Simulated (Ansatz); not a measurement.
**An elastic constant from a strain scan in Y**

The calculation used Ansatz, DFT PBEsol, scalar-relativistic, plane waves, PAW. The runs took a 420 eV cutoff, a Γ-centred 18×18×12 mesh and Gaussian smearing (0.15 eV). No spin polarisation. Energies are free energies at this smearing, counted from the undisturbed cell; pressure is positive in compression.

The starting cell (relaxed at this level):

```
Y
1.0
     3.59752    0.00000    0.00000
    -1.79876    3.11554    0.00000
     0.00000    0.00000    5.58576
Y
2
Direct
  0.33333 0.66667 0.25000
  0.66667 0.33333 0.75000
```

The cell is strained by ε times the Voigt pattern (0, 0, 0, 0, 0, 1) (xx, yy, zz, yz, xz, xy; engineering shear) with fractional coordinates fixed. The cell holds 2 atoms in V0 = 62.61 Å³. The stress column is τ = (1/V0) dE/dε, got from the stress tensor σ (compression positive) at each point as −det(1 + εP) σ : P(1 + εP)⁻¹, with P the pattern as a tensor.

```csv
ε,ΔE (meV/atom),τ (GPa)
-0.0875,22.820,-2.632
-0.0750,16.829,-2.273
-0.0625,11.725,-1.906
-0.0500,7.524,-1.533
-0.0250,1.888,-0.772
0.0000,0.000,0.000
0.0250,1.888,0.772
0.0500,7.524,1.533
0.0625,11.725,1.906
0.0750,16.829,2.273
0.0875,22.820,2.632
0.1000,?,?
```

Task: Which combination of elastic constants does this scan measure, and how large is it?

Result: For small ε, τ = τ0 + Kε with K = pᵀCp, which for this pattern is C66 in the Cartesian frame shown. The parabola through τ at ε = -0.0250, 0 and 0.0250 has slope K = 31 GPa at zero. The energies per cell, E = NΔE, of the same two points give K = 2[E(ε₊)/ε₊ − E(ε₋)/ε₋]/[(ε₊ − ε₋)V0] = 31 GPa, in agreement. These are clamped-ion values.

Task: Predict the withheld row at ε = 0.1000 from the harmonic law, and compare.

Result: ΔE = V0(τ0 ε + Kε²/2)/N = 30.171 meV/atom and τ = 3.09 GPa. The calculation gives 29.677 meV/atom and 2.98 GPa, a miss of 1.6 % of the harmonic energy, so the harmonic law still holds here.

Forces appear on the atoms along this scan, and letting them relax would lower the energy and soften the response. In a metal these slopes depend on the k mesh and the smearing.

Cost: 7 runs of about 4.4 core-minutes in all, on Arm Neoverse V2 (shared hosts).